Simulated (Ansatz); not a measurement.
PW:
Space group Pnma (No. 62); a = 5.739 Å, b = 3.266 Å, c = 6.205 Å, α = β = γ = 90.00°

```tsv
atom	site	symmetry	x	y	z
P	4c	.m.	0.1852	0.2500	0.0674
W	4c	.m.	0.0140	0.2500	0.6873
```

Relaxed at zero pressure with DFT-r²SCAN in the program Ansatz with PAW potentials.

Question: The volume is lowered by 3 % and shape and atoms relax at that volume. What pressure results, and how do the axes share the change?

Answer: 7.2 GPa; a -1.2 %, b -1.4 %, c -0.4 %; the energy rises by 9 meV/atom.

Question: Give the new structure.

Answer: 
Space group Pnma (No. 62); a = 5.668 Å, b = 3.220 Å, c = 6.181 Å, α = 90.00°, β = 90.00°, γ = 90.00°

```json
[
 {"atom": "P", "site": "4c", "symmetry": ".m.", "x": "0.1818", "y": "0.2500", "z": "0.0657"},
 {"atom": "W", "site": "4c", "symmetry": ".m.", "x": "0.0136", "y": "0.2500", "z": "0.6876"}
]
```

The phase is kept; no other phase was compared at this pressure.

The workflow started from a Materials Project entry (that database holds measured and hypothetical structures alike); the Crystallography Open Database files this formula in space group No. 62, but the cells were not matched. Its standing as an ambient phase is unchecked. The r²SCAN relaxation kept the symmetry of its start; its stability against distortions is not shown here. No spin polarisation was allowed. Spin–orbit coupling is left out wherever it is not named.

Potentials: the later of the program's two PAW sets.
